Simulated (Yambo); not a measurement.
G0W0@PBEsol for SnS$_{2}$ (CdI2 type, space group P-3m1, No. 164) in Yambo (6×6×2 mesh, 8 Ry block, plasmon pole, screening fixed), without a terminator:

| bands N in G | gap (0, 0.167, 0) → L (eV) | shift of the valence edge (eV) |
|---|---|---|
| 49 | 2.257 | -0.124 |
| 84 | 2.242 | -0.378 |
| 133 | 2.249 | -0.517 |

Q: Extrapolate both columns to infinite N with E(N) = E∞ + A/N, test the form, and compare with the terminator.

A: From two points, E∞ = (N2 E2 − N1 E1)/(N2 − N1). The two largest N give 2.26 eV for the gap and -0.76 eV for the shift; the two smallest give 2.22 eV and -0.73 eV. For the gap the slopes A are 1.8 and -1.6 eV: the form isn't reached, and its limit is uncertain. For the shift the slopes A are 30 and 32 eV: the 1/N form holds. With the Bruneval-Gonze terminator and 133 bands the run gives 2.25 eV and -0.62 eV, 0.01 eV and 0.13 eV from the extrapolated values: the terminator too is an estimate of the remainder. Block, mesh and the bands in W are held fixed.

The standard potential for Sn keeps a d shell in the valence without the s and p states of that shell. In tests on such compounds this moved G0W0 gaps by up to about 0.9 eV, so absolute quasiparticle energies here are unreliable; differences between settings are what counts.

Spin-orbit coupling is not included.

Geometry of the Materials Project entry, not relaxed at this level; primitive cell a = 3.6743 Å, b = 3.6743 Å, c = 6.2288 Å, α = 90.00°, β = 90.00°, γ = 120.00°.

A shift is the quasiparticle energy of the state minus its PBEsol energy.

The distance between layers or molecules is the database entry's, not relaxed here. Functionals without dispersion can leave it too large, which widens gaps and weakens the response across layers: the numbers belong to this cell.
